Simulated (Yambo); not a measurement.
RbCl (rock salt, space group Fm-3m, No. 225); a = 4.625 Å, b = 4.625 Å, c = 4.625 Å, α = 60.00°, β = 60.00°, γ = 60.00°. With the G0W0 scissor the direct gap on the mesh is 7.94 eV.

Task: Can the lowest exciton of this BSE run be trusted, and with what binding energy? (Yambo, PBEsol bands; 6×6×6 mesh, 3 valence and 7 conduction bands, static screening with 32 bands and a 4 Ry block, scissor 3.04 eV, Tamm-Dancoff.)

Result: No. The lowest state covers only about 6 of the 216 k points, so the mesh doesn't resolve it: its energy and its distance from the direct gap are mesh artefacts. An extended exciton needs a far denser mesh. The scissor comes from a G0W0 run whose convergence isn't established. 

Geometry relaxed with PBEsol.
